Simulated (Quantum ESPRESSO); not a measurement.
# Planted mistakes on one cell of Si4O6FN

These are calculations, not measurements. They come from pw.x of Quantum ESPRESSO 7.5, a plane-wave density functional program, with PseudoDojo standard norm-conserving files (v0.5 for PBE, v0.4.1 for LDA and PBEsol). The cells are made up: elements, strain and atom displacements were drawn at random, and nothing was relaxed. There is no spin polarisation, spin-orbit coupling or dispersion term.

The cell has 12 sites of a rutile lattice (two cells along c). Sites 1 to 4 hold Si Si Si Si; sites 5 to 12 hold O F O N O O O O. Cell vectors in Å: (4.278, -0.029, -0.052); (-0.029, 4.309, 0.035); (-0.067, 0.045, 5.468). Settings: PBE, cutoff 1143 eV, 5 x 5 x 4 k mesh shifted by half a step, Fermi-Dirac smearing of 0.025 eV.

The intended run has a self-consistency threshold of 1e-07 eV, a smearing term of 0.000 eV, a pressure of 4.01 GPa and 11 iterations. Each further run changes one thing: all lengths scaled by 0.9808; atoms of sites 6 and 10 exchanged; cutoff 616 eV; files of PBEsol; k mesh 1 x 1 x 1; one electron removed; smearing 0.58 eV; threshold 0.6 eV. A coarse mesh keeps the shift, and a charged cell sits in a uniform background.

| run | change of free energy (eV) | smearing term -TS (eV) | change of P (GPa) | largest change of a force component (eV/Å) | iterations |
| --- | --- | --- | --- | --- | --- |
| A | 10.314 | 0.000 | -66.16 | 0.169 | 11 |
| B | 0.520 | 0.000 | 4.40 | 0.734 | 12 |
| C | 0.520 | 0.000 | 0.43 | 6.853 | 12 |
| D | 0.447 | 0.000 | 17.95 | 1.244 | 12 |
| E | 0.020 | 0.000 | -0.09 | 0.232 | 4 |
| F | 10.361 | 0.000 | -6.38 | 0.098 | 11 |
| G | -10.199 | -0.014 | -23.98 | 2.109 | 13 |
| H | -0.105 | -0.440 | 1.51 | 0.228 | 11 |

A rerun of the intended cell at 1437 eV and k mesh 7 x 7 x 6 moved values by no more than 0.003 eV in the cell's energy, 0.04 GPa in stress and 0.002 eV/Å in force.

Question: which change belongs to which run?

## Worked reading

Run E has the fewest iterations, as a run stopped early does. Run H has the largest smearing term, as wide smearing gives. Run A has a higher energy and the largest fall in pressure, as too small a basis gives. Run D changes the volume by a factor of 0.9435; minus its pressure change over the logarithm of that factor, 309 GPa, is a rough bulk modulus with clamped atoms. Energies from files of another functional, or of a charged cell, have another zero and say nothing on stability; the pressure of a charged cell rests on the program's zero of potential too.

## Key

| run | change |
| --- | --- |
| A | cutoff 616 eV |
| B | k mesh 1 x 1 x 1 |
| C | atoms of sites 6 and 10 exchanged |
| D | all lengths scaled by 0.9808 |
| E | threshold 0.6 eV |
| F | files of PBEsol |
| G | one electron removed |
| H | smearing 0.58 eV |